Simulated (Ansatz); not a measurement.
ZnFI (Janus 1T monolayer), relaxed with r2SCAN. In-plane lattice: a = 3.716 Å, b = 3.716 Å, γ = 120.0°; thickness between the outer nuclei 2.48 Å. Zn is surrounded by 3 F at 2.29 Å and 3 I at 2.72 Å; F is surrounded by 3 Zn at 2.29 Å; I is surrounded by 3 Zn at 2.72 Å.

```
Zn F I
1.0
     3.71641    0.00000    0.00000
    -1.85821    3.21851    0.00000
     0.00000    0.00000   28.86186
Zn F I
1 1 1
Cartesian
  0.0000 0.0000 9.2920
  0.0000 2.1457 10.0930
  1.8582 1.0728 7.6150
```
Two periodic directions, a and b.

4 runs of Ansatz on this cell differ in the functional (and in the settings that go with it). Levels are in eV from each run's valence top; v1 is the last filled band, c1 the first empty one.

Run A, mean stress +0.2 N/m (compression positive):

| point | v4 | v3 | v2 | v1 | c1 | c2 |
| --- | --- | --- | --- | --- | --- | --- |
| Γ | -4.75 | -3.50 | 0.00 | 0.00 | 2.39 | 5.34 |
| M | -5.23 | -4.28 | -2.06 | -1.14 | 2.98 | 6.03 |
| K | -5.21 | -4.18 | -3.11 | -1.78 | 3.82 | 6.55 |

Run B, mean stress 0.0 N/m (compression positive):

| point | v4 | v3 | v2 | v1 | c1 | c2 |
| --- | --- | --- | --- | --- | --- | --- |
| Γ | -4.02 | -3.14 | 0.00 | 0.00 | 1.81 | 5.24 |
| M | -4.54 | -3.69 | -1.94 | -1.04 | 2.34 | 5.64 |
| K | -4.45 | -3.83 | -2.80 | -1.65 | 3.09 | 6.07 |

Run C, mean stress +0.1 N/m (compression positive):

| point | v4 | v3 | v2 | v1 | c1 | c2 |
| --- | --- | --- | --- | --- | --- | --- |
| Γ | -4.81 | -3.55 | 0.00 | 0.00 | 3.10 | 5.92 |
| M | -5.29 | -4.34 | -2.09 | -1.15 | 3.68 | 6.74 |
| K | -5.28 | -4.23 | -3.16 | -1.80 | 4.53 | 7.26 |

Run D, mean stress +1.0 N/m (compression positive):

| point | v4 | v3 | v2 | v1 | c1 | c2 |
| --- | --- | --- | --- | --- | --- | --- |
| Γ | -3.76 | -2.96 | 0.00 | 0.00 | 1.36 | 4.55 |
| M | -4.29 | -3.46 | -1.86 | -1.01 | 1.91 | 5.04 |
| K | -4.22 | -3.69 | -2.68 | -1.57 | 2.64 | 5.51 |

Question: Match the runs to PBE, r2SCAN, HSE06, PBE0.

Answer: A is HSE06, B is r2SCAN, C is PBE0, D is PBE. In order of the gap: PBE 1.36, r2SCAN 1.81, HSE06 2.39, PBE0 3.10 eV.

Values at 0 K without nuclear motion; spin polarisation is off, and the phase may be a hypothetical one.

Spin-orbit coupling is left out, which matters wherever the heavy atoms make up the band edges.

The stress of a hybrid is loosely converged in these runs.

The meshes of the hybrids are coarse, so their gaps aren't converged to the digits shown.
